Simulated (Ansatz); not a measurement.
# Li (Fm-3m): elasticity against pressure

```
CELL_PARAMETERS angstrom
0.00000 2.18902 2.18902
2.18902 0.00000 2.18902
2.18902 2.18902 0.00000
ATOMIC_POSITIONS crystal
Li 0.00000 0.00000 0.00000
```

This is the zero-pressure cell. At each pressure cell and atoms are relaxed in this structure, and the constants are slopes of the stress at strains of ±0.005 with relaxed ions (the coefficients that govern stability under load). Level: r²SCAN, PAW on Ansatz 0.2.0's default frozen-core files (fitted under PBE), scalar-relativistic; k mesh 22×22×22, strains of ±0.005, Fermi-Dirac smearing of 0.080 eV, cutoff 500 eV. P is the pressure of the relaxed cell, less that of this one.

```csv
P (GPa),V/V₀,C11 (GPa),C12 (GPa),C44 (GPa)
0.00,1.0000,15.2,11.8,9.6
1.05,0.9309,19.1,15.0,10.2
1.99,?,?,?,?
3.97,0.8070,29.2,23.1,11.3
7.01,0.7274,39.0,31.1,11.9
10.00,0.6718,48.1,38.8,12.0
15.01,0.6055,62.3,51.5,11.7
```

Problem. Does the bulk modulus from the constants agree with the pressure-volume curve?

Solution. A third-order Birch-Murnaghan fit to the volumes shown (F against f, f = [(V₀/V)^(2/3) − 1]/2) gives B₀ = 12.8 GPa and B′ = 3.5. Its −V dP/dV stands beside (C11 + 2C12)/3:

```csv
P (GPa),from P(V),from the constants
0.00,12.8,13.0
1.05,16.3,16.3
3.97,25.3,25.1
7.01,33.8,33.7
10.00,41.6,41.9
15.01,53.6,55.1
```

Problem. What are the pressure derivatives at zero pressure?

Solution. Slopes at V₀ of quadratic fits in −ln(V/V₀) through the first four rows shown, divided by B₀: dC11/dP = 3.6, dC12/dP = 2.9, dC44/dP = 0.8. The mean slopes up to 4.0 GPa are 3.5, 2.8, 0.4; curvature and scatter of the constants part the two. The combination (dC11/dP + 2 dC12/dP)/3 = 3.1 stands against B′.

Problem. Fill the row at 1.99 GPa.

Solution. Cubic fits in −ln(V/V₀) through all rows shown give C11 = 22.4, C12 = 17.7, C44 = 10.6 GPa. Computed: V/V₀ = 0.8826, C11 (GPa) = 22.4, C12 (GPa) = 17.7, C44 (GPa) = 10.6.

Problem. Does a shear stiffness soften?

Solution. C44 goes from 9.6 to 11.7 GPa, through a maximum of 12.0 near 10 GPa; (C11 − C12)/2 goes from 1.7 to 5.4 GPa. Neither ends more than 3 % under its start, and the lattice stays mechanically stable over this range.

Caveats: the structure is a database entry and needn't be the stable phase; no other phase was computed; many crystals of this kind change structure within this range, and rows or crossings beyond such a change describe a metastable lattice; frozen-core PAW files fitted under PBE, their cores solved anew for the functional of the run; responses of metals move with mesh and smearing; phonons weren't checked at these pressures.
